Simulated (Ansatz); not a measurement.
HfN in space group Pm-3m (No. 221; Hf on 3c, N on 3d) at seven volumes, r²SCAN in the plane-wave PAW code Ansatz, scaled uniformly. One row is withheld.

| V (Å³/atom) | P (GPa) |
|---|---|
| 12.960 | 22.99 |
| 13.388 | 14.15 |
| 13.815 | ? |
| 14.242 | 0.00 |
| 14.669 | -5.64 |
| 15.097 | -10.49 |
| 15.524 | -14.67 |

Q: Fit the shown pressures and predict the withheld one.

A: Third-order Birch–Murnaghan: P = (3/2)B₀(x^(7/2) − x^(5/2))[1 + (3/4)(B′ − 4)(x − 1)] with x = (V₀/V)^(2/3). Least squares on the six rows gives V₀ = 14.242 Å³/atom, B₀ = 202.1 GPa, B′ = 3.98. At V = 13.815, x = 1.0205 and P = 6.54 GPa. The run itself gave 6.55 GPa.

The start of the workflow was typed in or built on a structure type; neither database checked (COD, Materials Project) lists it. It is not the phase usual at ambient conditions (space group No. 225). Symmetry was held in the r²SCAN relaxation; its stability against distortions is not shown here. The run is not spin-polarised. Scalar-relativistic: spin–orbit coupling is off unless named, which matters more the heavier the elements.

Potentials: the earlier of the program's two PAW sets.
